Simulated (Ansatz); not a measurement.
CdIn2O4:
Space group Fd-3m, origin choice 1 (No. 227); a = b = c = 9.316 Å, α = β = γ = 90.00°

```
atom  site  symmetry       x       y       z
----  ----  --------  ------  ------  ------
Cd      8a      -43m  0.0000  0.0000  0.0000
In     16d      .-3m  0.6250  0.6250  0.6250
O      32e       .3m  0.3880  0.3880  0.3880
```
(The calculation used a cell of 14 atoms; values per cell refer to that cell.)

Relaxed with PBE.

**Question.** Which orbitals make up the states near the band edges in DFT-PBE in the program Ansatz with PAW potentials?

**Answer.** Top 1 eV of the valence band: O 2p 91 %. Bottom 1 eV of the conduction band: Cd 5s 29 %, In 5s 26 %, O 2p 20 %, O 2s 20 %. Projections are on Löwdin-orthogonalised atomic valence shells; empty p or d shells of many metals are not among them.

**Question.** Tabulate the density of states.

**Answer.** States/eV per cell of 14 atoms, in 0.25 eV bins, energy from the valence-band maximum.

```
E (eV)  total   O 2p  Cd 4d  In 5s
------  -----  -----  -----  -----
-7.85    0.00   0.00   0.00   0.00
-7.60    0.00   0.00   0.00   0.00
-7.35    0.00   0.00   0.00   0.00
-7.10    0.00   0.00   0.00   0.00
-6.85    0.00   0.00   0.00   0.00
-6.60    0.00   0.00   0.00   0.00
-6.35    2.35   0.35   1.87   0.07
-6.10   28.61   3.38  24.13   0.47
-5.85   49.04   2.59  45.67   0.14
-5.60    0.00   0.00   0.00   0.00
-5.35    0.00   0.00   0.00   0.00
-5.10    0.00   0.00   0.00   0.00
-4.85    0.00   0.00   0.00   0.00
-4.60    0.61   0.38   0.01   0.15
-4.35    8.63   5.30   0.27   2.28
-4.10   12.07   6.98   0.93   3.20
-3.85    5.78   3.23   0.63   0.98
-3.60    6.25   3.56   0.70   0.77
-3.35    2.51   1.57   0.21   0.22
-3.10    6.02   4.12   0.35   0.15
-2.85   10.43   7.38   0.39   0.16
-2.60    8.22   5.91   0.28   0.27
-2.35    9.45   7.04   0.40   0.25
-2.10   10.30   8.16   0.35   0.14
-1.85   11.62   9.59   0.31   0.12
-1.60   11.34   9.67   0.23   0.06
-1.35    7.18   6.23   0.15   0.06
-1.10   11.72  10.35   0.24   0.04
-0.85   12.25  10.85   0.39   0.02
-0.60   18.33  16.48   0.62   0.02
-0.35   19.51  17.81   0.64   0.02
-0.10   19.79  18.51   0.46   0.01
0.15     0.00   0.00   0.00   0.00
0.40     0.00   0.00   0.00   0.00
0.65     0.00   0.00   0.00   0.00
0.90     0.00   0.00   0.00   0.00
1.15     0.03   0.00   0.00   0.01
1.40     0.10   0.02   0.00   0.03
1.65     0.16   0.03   0.00   0.04
1.90     0.23   0.06   0.00   0.05
2.15     0.32   0.08   0.00   0.07
2.40     0.41   0.11   0.00   0.09
2.65     0.51   0.15   0.00   0.10
2.90     0.64   0.19   0.00   0.13
3.15     0.77   0.23   0.00   0.15
3.40     1.02   0.31   0.00   0.20
3.65     1.12   0.34   0.00   0.22
3.90     1.16   0.36   0.00   0.22
4.15     1.66   0.51   0.00   0.25
4.40     1.58   0.46   0.00   0.20
4.65     2.75   0.78   0.00   0.33
4.90     3.34   0.76   0.00   0.35
5.15     2.70   0.69   0.00   0.41
5.40     3.80   1.10   0.00   0.88
5.65     6.69   1.84   0.01   2.11
```

The PBE relaxation kept the symmetry of its start. Spin–orbit coupling is left out wherever it is not named.

Potentials: the later of the program's two PAW sets.
